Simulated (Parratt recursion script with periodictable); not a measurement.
**Surface roughness and fringe height: Hf on Al2O3**

| layer, from the top | thickness (Å) | density (g/cm³) | rms roughness of its top face (Å) | ρ (10⁻⁶ Å⁻²) | ρ″ (10⁻⁶ Å⁻²) |
|---|---|---|---|---|---|
| Hf | 200 | 12.514 | varied | 3.281 | 0.01222 |
| Al2O3 (substrate) | – | 3.873 | 2.4 | 5.562 | 2.943 × 10⁻⁵ |

ρ and ρ″ are the real and imaginary parts of the scattering length density. Vacuum lies above.

Densities are inputs, not measurements. They were set from computed cells of the Materials Project: Hf from entry mp-103 (P6₃/mmc, 13.313 g/cm³, taken at 94 %); Al2O3 from entry mp-1143 (R-3c, 3.873 g/cm³). A layer's crystal structure does not enter its constants, only its composition and density.

Calculation: specular neutron reflectivity, Parratt recursion, Névot-Croce roughness, natural isotopes, no magnetic scattering; Parratt recursion script with periodictable 1.7.1.

Neutron wavelength 5.5 Å. Q is scanned from 0.004 to 0.2 Å⁻¹ in 600 evenly spaced points, and the curve is smoothed with a Gaussian of 0.001 Å⁻¹ full width. A maximum is a scan point above both neighbours; its place and height come from a parabola through R at the three points.

The table follows two fringe maxima, those next to orders 3 and 5 of m = (d/2π)(Q² − 16πρ)^½, through runs that differ in the roughness σ₁ of the film surface alone.

```
σ₁ (Å)  Q of the first (Å⁻¹)      R there  Q of the second (Å⁻¹)      R there
------  --------------------  -----------  ---------------------  -----------
0                     0.0929            ?                 0.1562            ?
4                     0.0928  5.84 × 10⁻⁵                 0.1561  6.13 × 10⁻⁶
6.5                   0.0927  5.14 × 10⁻⁵                 0.1559  4.41 × 10⁻⁶
```

Problem. Estimate the two heights for σ₁ = 0 Å.

Solution. At a maximum the amplitudes from the film's two faces add: R ≈ (|r₁|g₁ + |r₂|g₂A)². Here q₀ = Q, qⱼ = (Q² − 16πρⱼ)^½ (1 film, 2 substrate), |r₁| = |q₀² − q₁²|/(q₀ + q₁)², |r₂| = |q₁² − q₂²|/(q₁ + q₂)² with the numerators taken from the constants, g₁ = exp(−q₀q₁σ₁²/2), g₂ = exp(−q₁q₂σ₂²/2), and A = exp(−8πρ″₁d/q₁) for absorption in the film.

Check on a shown row, σ₁ = 6.5 Å, second maximum: q₀ = 0.1559, q₁ = 0.1554, q₂ = 0.1550 Å⁻¹; |r₁| = 0.00170, |r₂| = 0.00119; g₁ = 0.599, g₂ = 0.933, A = 1.000; R ≈ 4.53 × 10⁻⁶ against 4.41 × 10⁻⁶ in the table.

- σ₁ = 0 Å, first maximum: q₀ = 0.0929, q₁ = 0.0920, q₂ = 0.0914 Å⁻¹; |r₁| = 0.00482, |r₂| = 0.00341; g₁ = 1.00, g₂ = 0.976, A = 0.999; R ≈ 6.63 × 10⁻⁵.
- σ₁ = 0 Å, second maximum: q₀ = 0.1562, q₁ = 0.1557, q₂ = 0.1553 Å⁻¹; |r₁| = 0.00170, |r₂| = 0.00119; g₁ = 1.00, g₂ = 0.933, A = 1.000; R ≈ 7.90 × 10⁻⁶.

The run gave 6.32 × 10⁻⁵ and 7.69 × 10⁻⁶; the estimates are 1.05 and 1.03 times these.
